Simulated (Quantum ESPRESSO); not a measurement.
Band energies of LiBr at +1 % biaxial strain

```xyz
4
Lattice="4.1760 0.0000 0.0000 -2.0880 3.6166 0.0000 0.0000 0.0000 6.5401" Properties=species:S:1:pos:R:3 pbc="T T T"
Li     2.0880     1.2055     5.7588
Li     0.0000     2.4110     2.4887
Br     2.0880     1.2055     3.2339
Br     0.0000     2.4110     6.5040
```

PBEsol (Quantum ESPRESSO, PseudoDojo norm-conserving, 74 Ry, scalar-relativistic); path ΓMKΓALHA,LM,KH; energies in eV from the valence-band maximum.

| k (1/Å) | point | band 6 | band 7 | band 8 | band 9 | band 10 | band 11 | band 12 | band 13 |
|---|---|---|---|---|---|---|---|---|---|
| 0.00 | Γ | -0.56 | -0.56 | -0.17 | -0.17 | 0.00 | 4.75 | 6.72 | 8.40 |
| 0.33 |  | -1.07 | -0.76 | -0.72 | -0.25 | -0.13 | 5.55 | 7.32 | 8.34 |
| 0.65 |  | -1.58 | -1.42 | -1.05 | -0.51 | -0.41 | 6.47 | 7.05 | 7.67 |
| 0.87 | M | -1.58 | -1.37 | -1.12 | -0.71 | -0.45 | 6.66 | 6.70 | 7.66 |
| 0.99 |  | -1.56 | -1.36 | -1.16 | -0.73 | -0.53 | 6.76 | 6.85 | 7.63 |
| 1.37 | K | -1.41 | -1.41 | -1.10 | -1.00 | -1.00 | 6.54 | 8.42 | 8.83 |
| 1.82 |  | -1.56 | -1.37 | -0.88 | -0.56 | -0.38 | 6.59 | 7.49 | 8.17 |
| 2.15 |  | -0.80 | -0.71 | -0.44 | -0.22 | -0.06 | 5.17 | 7.10 | 8.29 |
| 2.37 | Γ | -0.56 | -0.56 | -0.17 | -0.17 | 0.00 | 4.75 | 6.72 | 8.40 |
| 2.49 |  | -0.55 | -0.55 | -0.18 | -0.18 | -0.12 | 4.88 | 6.70 | 8.40 |
| 2.85 | A | -1.32 | -0.37 | -0.37 | -0.37 | -0.37 | 6.11 | 6.11 | 8.63 |
| 3.14 |  | -1.42 | -0.60 | -0.60 | -0.49 | -0.49 | 6.40 | 6.40 | 8.30 |
| 3.53 |  | -1.98 | -0.77 | -0.77 | -0.69 | -0.69 | 6.23 | 6.23 | 8.46 |
| 3.72 | L | -2.10 | -0.81 | -0.81 | -0.67 | -0.67 | 6.14 | 6.14 | 8.42 |
| 3.82 |  | -2.08 | -0.91 | -0.91 | -0.61 | -0.61 | 6.23 | 6.23 | 8.45 |
| 4.12 |  | -1.85 | -1.50 | -1.50 | -0.48 | -0.48 | 7.11 | 7.11 | 8.03 |
| 4.22 | H | -1.78 | -1.60 | -1.60 | -0.47 | -0.47 | 7.29 | 7.29 | 7.85 |
| 4.41 |  | -1.88 | -1.38 | -1.38 | -0.50 | -0.50 | 6.99 | 6.99 | 8.18 |
| 4.68 |  | -1.73 | -0.93 | -0.93 | -0.57 | -0.57 | 6.66 | 6.66 | 8.30 |
| 5.04 |  | -1.35 | -0.49 | -0.49 | -0.42 | -0.42 | 6.27 | 6.27 | 8.37 |
| 5.23 | A | -1.32 | -0.37 | -0.37 | -0.37 | -0.37 | 6.11 | 6.11 | 8.63 |
| 5.23 | L | -2.10 | -0.81 | -0.81 | -0.67 | -0.67 | 6.14 | 6.14 | 8.42 |
| 5.59 |  | -1.66 | -1.29 | -1.10 | -0.66 | -0.48 | 6.45 | 6.65 | 8.03 |
| 5.71 | M | -1.58 | -1.37 | -1.12 | -0.71 | -0.45 | 6.66 | 6.70 | 7.66 |
| 5.71 | K | -1.41 | -1.41 | -1.10 | -1.00 | -1.00 | 6.54 | 8.42 | 8.83 |
| 5.80 |  | -1.48 | -1.48 | -1.13 | -0.92 | -0.92 | 6.61 | 8.41 | 8.54 |
| 6.19 | H | -1.78 | -1.60 | -1.60 | -0.47 | -0.47 | 7.29 | 7.29 | 7.85 |

The PBEsol gap is direct, 4.75 eV at Γ.

Spin-orbit splittings are left out.

Geometry strained from the cell relaxed with PBEsol, atoms relaxed again.

This is not the ordinary phase of the substance; no match was found in the copy of COD used, and its stability was not checked.
